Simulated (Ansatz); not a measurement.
CoLiO₂:
```
CoLiO2
1.0
    2.79521     0.00000     0.00000
   -1.39761     2.42073     0.00000
    0.00000     0.00000     4.79225
O Co Li
2 1 1
Cartesian
  1.39761   0.80691   3.75159
  0.00000   1.61382   1.04066
  0.00000   0.00000   0.00000
  0.00000   0.00000   2.39613
```

This is the PBE+D3(BJ)-relaxed structure.

Question: All from PBE+D3(BJ) in the plane-wave PAW code Ansatz, unless another level is named. Give the static dielectric constant ε0 (ions relaxed, cell fixed).

Answer: 18.6 (xx = yy), 11.6 (zz).

Question: Predict the Born charges (a third of the trace).

Answer: O -1.77, Co +2.28, Li +1.26 e.

Question: Predict the Bader charges.

Answer: O -1.09, Co +1.30, Li +0.89 e.

Question: Next, the electronic dielectric constant ε∞ (DFPT)?

Answer: 9.73 (xx = yy), 5.42 (zz).

Space group P-3m1. The cell is a constructed one: a structure type filled with these elements; neither database checked (COD, Materials Project) lists it. COD files the formula under space group No. 166, so this cell is another polymorph or a model. Whether it is the stable phase at ambient conditions was not checked. The PBE+D3(BJ) relaxation kept the symmetry of its start; of distortions, only those at the zone centre were tested. The workflow began spin-polarised and lost its moments. No Hubbard U is applied.

Potentials: the later of the program's two PAW sets.
